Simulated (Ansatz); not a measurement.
Sb (A7 type, space group R-3m)

```xyz
2
Lattice="2.1342 1.2322 3.5726 -2.1342 1.2322 3.5726 0.0000 -2.4644 3.5726" Properties=species:S:1:pos:R:3 pbc="T T T"
Sb     0.0000     0.0000     2.5605
Sb     0.0000     0.0000     8.1572
```

The slice is a (0001) plane (indices of the conventional cell) through the point (0.761, 0.761, 0.761) (fractional), spanned by u = [1 0 -1] and v = [-1 2 -1] in vectors of this cell: u (4.27 Å) and v (7.39 Å, at 90° to u). It covers one period; positions are fractions (u, v).

Level of theory: PBEsol-D3(BJ) (plane waves to 420 eV, PAW, scalar-relativistic; Ansatz, a first-principles code). k mesh 13×13×13. These are valence fields of a PAW run, semicore shells included where kept as valence: close to a nucleus they are smooth pseudo fields. Sb was relaxed with its symmetry unable to fall. Spin-orbit coupling is left out, though Sb is heavy.

Question: Sketch the valence electron density on this plane as a map.

Answer: 
```
|99886644332211000000112233446688|
|77665544221111000000111122445566|
|55444433221100000000001122334444|
|33333322111100000000001111223333|
|22222211110000000000000011112222|
|22111111000000000000000000111111|
|11111111000000000000000000111111|
|11111111111111111111111111111111|
|11111111111122222222221111111111|
|11111111222233333333332222111111|
|11111122223344445544443322221111|
|11111122334455667766554433221111|
|00111122334466889988664433221111|
|00001122335577999999775533221100|
|00001122334466889988664433221100|
|00001111224455667766554422111100|
|00000011223344445544443322110000|
|00000011112233333333332211110000|
|00000000111122222222221111000000|
|00000000001111112211111100000000|
|00000000001111111111111100000000|
|11111111111111111111111111111111|
|22222211111111111111111111112222|
|33333322221111111111111122223333|
|55444433222211111111112222334444|
|77665544332211111111112233445566|
|99886644332211110011112233446688|
|99997755332211000000112233557799|
```
Scale: ten equal steps from -1.32 (start of '0') to 1.36 (end of '9'), in the order '0123456789'. Values: log₁₀ of the valence density in e/Å³. The map has 16 points along u (two characters each, u = 0 at the left) and 28 along v (v = 0 in the bottom row). The scale is logarithmic, as a density can span decades between atoms and voids.
